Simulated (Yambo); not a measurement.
```
GeTe
1.0
    3.93710     0.00000     0.00000
   -1.96855     3.40963     0.00000
    0.00000     0.00000    14.40000
Ge Te
1 1
Direct
  0.33333   0.66667   0.05321
  0.00000   0.00000   0.94679
```

Response from Yambo on PBEsol (Quantum ESPRESSO, PseudoDojo norm-conserving, 82 Ry, scalar-relativistic) bands: 18×18×1 mesh, 55 bands, 2 Ry local-field block, 0.2 eV broadening.

### Question
Give the static in-plane polarisability without and with local fields.

### Answer
| field along | α(0), independent particles (Å) | α(0), RPA with local fields (Å) | screening length 2πα (Å) |
|---|---|---|---|
| x | 4.76 | 4.14 | 26.0 |
Electronic (clamped-ion) response only. Spin-orbit coupling, left out here, changes gap and response of such heavy elements. Convergence of the RPA response with its 18×18×1 mesh was not tested.

Geometry strained from the cell relaxed with PBEsol, atoms relaxed again.

This is a model layer cut from the bulk structure; whether it is stable on its own was not checked.
